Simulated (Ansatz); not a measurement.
In LDA in the plane-wave PAW code Ansatz, Bi₂HSe₃ in the trigonal phase (R3m; Pearson symbol hR6) relaxes to a = 4.012 Å, c = 30.744 Å. Se on 3a has 6 nearest neighbours from 3.02 Å (octahedral); Bi on 3a has 6 nearest neighbours from 2.94 Å (octahedral); Bi on 3a has 6 nearest neighbours from 2.85 Å (octahedral). Against the elements it lies at -0.13 eV/atom, with no fitted shifts.

Electronic character: metallic (no gap).

The start of the workflow was typed in or built on a structure type; neither database checked (COD, Materials Project) lists it. Whether it is the stable phase at ambient conditions was not checked. The LDA relaxation kept the symmetry of its start; its stability against distortions is not shown here. A crystal of weakly bound layers computed without a dispersion correction: the cell and the soft elastic constants depend strongly on that. With an odd number of electrons in the cell and no spin polarisation, the count alone makes it a metal. The references are the lowest solids computed at this level, not always the standard phases (solids in place of the gases). Scalar-relativistic: spin–orbit coupling is off unless named, which matters more the heavier the elements.

Potentials: the earlier of the program's two PAW sets. The files were generated under PBE; for other functionals the program regenerates the frozen cores, and for LDA and PBEsol the local potential too.
